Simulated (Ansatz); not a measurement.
BAs:
```
CELL_PARAMETERS angstrom
      3.36464     0.00000     0.00000
     -1.68232     2.91386     0.00000
      0.00000     0.00000     5.57364
ATOMIC_POSITIONS crystal
  B  0.33333 0.66667 0.37458
  B  0.66667 0.33333 0.87458
  As 0.33333 0.66667 0.00042
  As 0.66667 0.33333 0.50042
```

Cartesian axes are those of the cell as given.

Question: Give the proper piezoelectric stress tensor with relaxed ions from plane-wave PAW r²SCAN (Ansatz code).

Answer: In C/m², rows x, y, z, Voigt columns; mesh uncertainty up to 0.01.
```
 0.00   0.00   0.00   0.00  -0.12   0.00
 0.00   0.00   0.00  -0.12   0.00   0.00
-0.17  -0.17   0.35   0.00   0.00   0.00
```

The elastic tensor of the same run (GPa):

```csv
,1,2,3,4,5,6
1,346,53.7,21.1,0.0,0.0,0.0
2,53.7,346,21.1,0.0,0.0,0.0
3,21.1,21.1,389,0.0,0.0,0.0
4,0.0,0.0,0.0,116,0.0,0.0
5,0.0,0.0,0.0,0.0,116,0.0
6,0.0,0.0,0.0,0.0,0.0,146
```

Question: Convert to strain constants d = e·S.

Answer: In pC/N:
```
 0.0   0.0   0.0   0.0  -1.0   0.0
 0.0   0.0   0.0  -1.0   0.0   0.0
-0.5  -0.5   1.0   0.0   0.0   0.0
```

Space group P6_3mc (wurtzite). The first step of the workflow began from a Materials Project structure, measured or hypothetical; the Crystallography Open Database copy checked does not list it. It is not the phase usual at ambient conditions (space group No. 216). Symmetry was held in the r²SCAN relaxation; whether a distortion lowers the energy is not shown. Signs of piezoelectric constants follow the polarity of the cell as given.

Potentials: the earlier of the program's two PAW sets. The files were generated under PBE; for other functionals the program regenerates the frozen cores, and for LDA and PBEsol the local potential too.
